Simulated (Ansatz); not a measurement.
BaTiO3 (cubic perovskite)

```
BaTiO3
1.0
    3.99442     0.00000     0.00000
    0.00000     3.99442     0.00000
    0.00000     0.00000     3.99442
Ba Ti O
1 1 3
Cartesian
  0.00000   0.00000   0.00000
  1.99721   1.99721   1.99721
  0.00000   1.99721   1.99721
  1.99721   1.99721   0.00000
  1.99721   0.00000   1.99721
```

E(V) scan at fixed shape, V₀ the volume above. Symmetry pins the atoms to their sites.

Method: r2SCAN (plane waves to 500 eV, PAW, scalar-relativistic; Ansatz, an electronic-structure program). k mesh 8×8×8 (Γ-centred), Fermi-Dirac smearing 0.05 eV. E stands for the smeared free energy. Compression counts positive. BaTiO3 is run without spin polarisation. BaTiO3 was relaxed with its symmetry unable to fall. The PAW data are Ansatz's earlier set. This is a high-temperature form of BaTiO3. The zero of ΔE is the relaxed starting cell.

| V (Å³/atom) | ΔE (meV/atom) |
|---|---|
| 10.707 | withheld |
| 11.047 | 165.6 |
| 11.387 | 100.4 |
| 11.727 | 53.5 |
| 12.067 | 22.6 |
| 12.407 | 5.4 |
| 12.746 | 0.0 |
| 13.086 | 4.9 |
| 13.426 | 18.6 |
| 13.766 | 40.0 |
| 14.106 | 68.0 |
| 14.446 | 101.7 |
| 14.786 | 140.3 |

Question: Fit a third-order Birch-Murnaghan form (E₀, V₀, B₀, B₀′ free) to the given rows and predict ΔE at V = 10.707.

Answer: Least squares on the 12 given rows: ΔE = E₀ + (9V₀B₀/16)·y²·[2 + (B₀′ − 4)y], y = (V₀/V)^(2/3) − 1, with V₀ = 12.747 Å³/atom, B₀ = 180.5 GPa (160.2 GPa = 1 eV/Å³; the term in eV is multiplied by 1000), B₀′ = 4.46, E₀ = 0.05 meV/atom; root-mean-square residual 0.06 meV/atom. At 10.707 the fit gives 252.6 meV/atom; the calculation gives 252.1 meV/atom, so the extrapolation is off by 0.5 (+0.2 %). For the pressure the fit gives 46.5 GPa against the computed 46.3 GPa.

(A scan under strain: stresses follow from slopes of the energy per volume, elastic moduli from its curvatures.)
